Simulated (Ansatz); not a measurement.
# MgCd2Te2Mo2O12: do the settings matter for the field gradients?

This input was run with Ansatz:

```yaml
crystal:
  lattice:
    - [5.342867, 0.0, 0.0]
    - [0.0, 5.342867, 0.0]
    - [0.0, 0.0, 10.39293]
  atoms:
    - { symbol: Mg, position: [0.5, 0.5, 0.0] }
    - { symbol: Cd, position: [0.0, 0.0, 0.5] }
    - { symbol: Cd, position: [0.5, 0.5, 0.5] }
    - { symbol: Te, position: [0.0, 0.5, 0.269653] }
    - { symbol: Te, position: [0.5, 0.0, 0.730347] }
    - { symbol: Mo, position: [0.5, 0.0, 0.219267], spin: 1.0 }
    - { symbol: Mo, position: [0.0, 0.5, 0.780733], spin: 1.0 }
    - { symbol: O, position: [0.358769, 0.235707, 0.11139] }
    - { symbol: O, position: [0.235707, 0.641231, 0.88861] }
    - { symbol: O, position: [0.641231, 0.764293, 0.11139] }
    - { symbol: O, position: [0.764293, 0.358769, 0.88861] }
    - { symbol: O, position: [0.265306, 0.787485, 0.306372] }
    - { symbol: O, position: [0.212515, 0.265306, 0.693628] }
    - { symbol: O, position: [0.734694, 0.212515, 0.306372] }
    - { symbol: O, position: [0.787485, 0.734694, 0.693628] }
    - { symbol: O, position: [0.198897, 0.306789, 0.387477] }
    - { symbol: O, position: [0.306789, 0.801103, 0.612523] }
    - { symbol: O, position: [0.801103, 0.693211, 0.387477] }
    - { symbol: O, position: [0.693211, 0.198897, 0.612523] }
magnetization:
  spin_polarized: true
kpoints:
  mp_grid: { grid: [6, 6, 4] }
scf:
  occupations: { method: fermi_dirac, width: 0.05 }
  n_extra_bands: 2
hamiltonian:
  xc: rpbe
  pseudopotentials: { kind: paw }
  dispersion: d3bj
output:
  forces: true
  stress: true
  populations: true
  efg:
    quadrupole_moments_barn: { Mg: 0.1994, Mo: -0.022, O: -0.02558 }
    contact_densities: true
```

```sh
ansatz run input.yaml --threads 2 --pin off --max-ram 5120MiB --backend cpu --events-out ev --progress --plain --runs-dir out
```

It converged. Of its output the block on the nuclei alone is shown, without the SCF iterations, energies, forces and stress (one atom of each set):

```
--- PAW observables at the nuclei: V_zz in 10²¹ V/m², potentials from the cell's mean, atoms counted from 1 ---
  atom   1  Mg V_zz =    -0.074034   η = 0.0000   by run symmetry: allowed   C_q = -0.3570 MHz
            electrostatic potential = -1103.688896 V   contact ρ = 7806.350962 e/Å³   contact ρ_s (e/Å³): all electrons +0.183965, valence +0.186684
  atom   2  Cd V_zz =    +0.808623   η = 0.0000   by run symmetry: allowed
            electrostatic potential = -7705.220105 V   contact ρ = 1036380.154127 e/Å³   contact ρ_s (e/Å³): all electrons +0.461261, valence +0.457296
  atom   3  Cd V_zz =    +1.343643   η = 0.0000   by run symmetry: allowed
            electrostatic potential = -7705.278939 V   contact ρ = 1036385.099201 e/Å³   contact ρ_s (e/Å³): all electrons +1.581968, valence +1.572321
  atom   4  Te V_zz =   -43.395073   η = 0.4734   by run symmetry: allowed
            electrostatic potential = -8643.869454 V   contact ρ = 1469563.283123 e/Å³   contact ρ_s (e/Å³): all electrons +0.124778, valence +0.099589
  atom   6  Mo V_zz =    +1.688355   η = 0.5026   by run symmetry: allowed   C_q = -0.8981 MHz
            electrostatic potential = -6346.932253 V   contact ρ = 595582.014258 e/Å³   contact ρ_s (e/Å³): all electrons -1.454578, valence -0.401786
  atom   8  O  V_zz =    -3.568650   η = 0.8972   by run symmetry: allowed   C_q = +2.2073 MHz
            electrostatic potential = -622.772742 V   contact ρ = 2162.638147 e/Å³   contact ρ_s (e/Å³): all electrons +0.046838, valence +0.116875
  atom  12  O  V_zz =    +7.507292   η = 0.4892   by run symmetry: allowed   C_q = -4.6434 MHz
            electrostatic potential = -622.487482 V   contact ρ = 2163.395347 e/Å³   contact ρ_s (e/Å³): all electrons +0.136606, valence +0.148849
  atom  16  O  V_zz =   +10.506428   η = 0.3240   by run symmetry: allowed   C_q = -6.4985 MHz
            electrostatic potential = -622.624700 V   contact ρ = 2163.307865 e/Å³   contact ρ_s (e/Å³): all electrons +0.122846, valence +0.122405
```

Question: Can these gradients be trusted, and how do they compare with a run on standard settings?

Answer: As results of these settings, within the limits told below. Against the standard input the change is `hamiltonian.xc`: pbe → rpbe; `scf.n_extra_bands`: not typed → 2; `hamiltonian.dispersion`: not typed → d3bj. A site carries the number of its first atom; V_zz in 10²¹ V/m².

| site | atom | V_zz standard | η standard | V_zz here | η here |
| --- | --- | --- | --- | --- | --- |
| Mg | 1 | -0.079 | 0.00 | -0.074 | 0.00 |
| Cd2 | 2 | 0.84 | 0.00 | 0.81 | 0.00 |
| Cd3 | 3 | 1.34 | 0.00 | 1.34 | 0.00 |
| Te | 4 | -42.4 | 0.48 | -43.4 | 0.47 |
| Mo | 6 | 1.75 | 0.88 | 1.69 | 0.50 |
| O8 | 8 | -3.37 | 0.91 | -3.57 | 0.90 |
| O12 | 12 | 7.28 | 0.49 | 7.51 | 0.49 |
| O16 | 16 | 10.35 | 0.32 | 10.51 | 0.32 |

The largest change of V_zz is on Te, from -42.4 to -43.4. In per cent, |V_zz| changes by +2 on Te, +1 to +6 on O (all sites that start above 2). Where |V_zz| stays above 0.1, η moves most on Mo, from 0.88 to 0.50. The dispersion term itself leaves the density as it is. Its pressure is -10 GPa, against -2 GPa in the reference run. SCF iterations: 18 and 18. New warnings: moment headroom below auto.

On the reference run: The largest force is 1.1 eV/Å, so the atoms aren't at the calculated equilibrium and relaxing them would move these values. With no gap above 0.1 eV, as in a metal, the gradients converge slowly in k; expect changes of a tenth or more on a denser mesh. Without spin–orbit coupling the gradients at and beside Te can be off by some per cent, at some sites by more. Semilocal functionals can leave a metal where correlation in the d or f shell opens a gap in the real compound, and that would change the values at and beside Mo. All moments are parallel here, as the start or the cell imposes; many such compounds order antiparallel, where fields and spin densities carried over to other atoms largely cancel. The magnetic order is the one that the run reached from its start moments, not necessarily the measured one (the real compound may not order at all).
